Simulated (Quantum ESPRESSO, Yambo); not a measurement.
RbScS₂O₈ (space group P321, No. 150). The geometry is that of Materials Project entry mp-1209187, symmetrised and not relaxed again. Chain: PBEsol (pw.x of Quantum ESPRESSO, ONCV potentials, no spin-orbit coupling); G0W0 in Yambo (3×3×2 Γ-centred k mesh, bands 2 to 286 and a 7 Ry block in the screening, 286 bands in G with the Bruneval-Gonze terminator, plasmon pole fitted at 27.2 eV); BSE (6×6×2 mesh, 16 valence and 7 conduction bands, static screening with 112 bands and a 3 Ry block, scissor 3.73 eV, Tamm-Dancoff).

```yaml
PBEsol gap (dense path): 4.34 eV
PBEsol gap A → (0, 0.333, -0.5) on the GW mesh: 4.36 eV
PBEsol smallest direct gap on the GW mesh, at (0, 0.333, 0): 4.38 eV
G0W0 direct gap at that point: 8.10 eV
G0W0 correction to the gap A → (0, 0.333, -0.5): 3.73 eV
direct gap on the BSE mesh, with the scissor: 8.10 eV
first BSE state allowed for light along x: 6.41 eV
lowest BSE state: 6.38 eV
binding_of_the_lowest_exciton: 1.73 eV
RPA electronic dielectric constant along x: 2.56 (6×6×2 mesh, PBEsol bands)
```

Rough cost of the Yambo steps against G0W0 for 12 states: BSE within a factor of two, one RPA spectrum about 1/9.

Nearest settings tried, and what they do to the gap: 187 bands in G: -4 meV; 113 bands in W, 113 bands in G: +106 meV; 3 Ry block (135 vectors against 393): +242 meV. Not varied: mesh. So the settings aren't converged at that level. The BSE states are vertical excitations (zero momentum). Convergence of the RPA response with its 6×6×2 mesh was not tested. Convergence of the binding with the mesh was not shown. Axes are Cartesian, with cell vectors (Å) (5.06, 0.00, 0.00), (-2.53, 4.38, 0.00), (0.00, 0.00, 8.77).

The structure is a Materials Project entry; no match was found in the copy of COD used, and its stability was not checked.
